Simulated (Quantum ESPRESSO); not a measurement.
Kohn-Sham bands of BaTiO₃ (R3m)

```xyz
5
Lattice="2.8483 1.6444 2.3356 -2.8483 1.6444 2.3356 0.0000 -3.2889 2.3356" Properties=species:S:1:pos:R:3 pbc="T T T"
Ba     0.0000     0.0000     0.0010
Ti     0.0000     0.0000    -3.4099
O      1.4504    -0.8374     2.2366
O      0.0000     1.6748     2.2366
O     -1.4504    -0.8374     2.2366
```

Cell from Materials Project (mp-5020), symmetrised, no further relaxation. COD (Crystallography Open Database) has the formula in 5 space groups, this one among them (matched by group alone). Computed values, not measurements, from PBEsol: Quantum ESPRESSO (norm-conserving PseudoDojo potentials, cutoff 68 Ry, no spin polarisation, no spin-orbit coupling) on a Γ-centred 8×8×8 mesh, then Wannier90. Density: 8×8×8 mesh, cold smearing 0.01 Ry. Spin-orbit coupling is left out although heavy elements are present.

Q: List the Kohn-Sham levels between −8 and 5.4 eV relative to the valence-band maximum at the high-symmetry points, as a band run of pw.x on that density gives them (levels within 2 meV counted together).

A: 
```
point  k (reciprocal lattice)                                                                                     levels (eV)
-----  ----------------------  ----------------------------------------------------------------------------------------------
Γ           0.000 0.000 0.000  -2.22 (×2), -2.21, -1.31 (×2), -1.06, -0.52, -0.39 (×2), 2.37 (×2), 2.52, 4.47 (×2), 5.05 (×2)
T           0.500 0.500 0.500                         -4.32, -3.59 (×2), -2.35 (×2), -2.30, -0.02 (×2), 0.00, 4.29, 4.43 (×2)
H_2         0.503 0.497 0.500                         -4.32, -3.59 (×2), -2.35 (×2), -2.30, -0.02 (×2), 0.00, 4.29, 4.43 (×2)
H_0        0.500 -0.497 0.497                         -4.32, -3.59 (×2), -2.35 (×2), -2.30, -0.02 (×2), 0.00, 4.29, 4.43 (×2)
L           0.500 0.000 0.000           -3.84, -2.65, -2.64, -2.07, -2.03, -1.66, -1.59, -0.94, -0.81, 2.52, 3.75, 3.85, 4.44
S_0        0.499 -0.499 0.000            -4.12, -3.91, -3.59, -2.63, -2.62, -1.63, -0.87, -0.83, -0.06, 3.83 (×2), 4.17, 4.99
S_2         0.501 0.000 0.499            -4.12, -3.91, -3.59, -2.63, -2.62, -1.63, -0.87, -0.83, -0.06, 3.83 (×2), 4.17, 4.99
F           0.500 0.000 0.500              -4.12, -3.91, -3.59, -2.63 (×2), -1.63, -0.87, -0.83, -0.06, 3.83 (×2), 4.17, 4.99
```
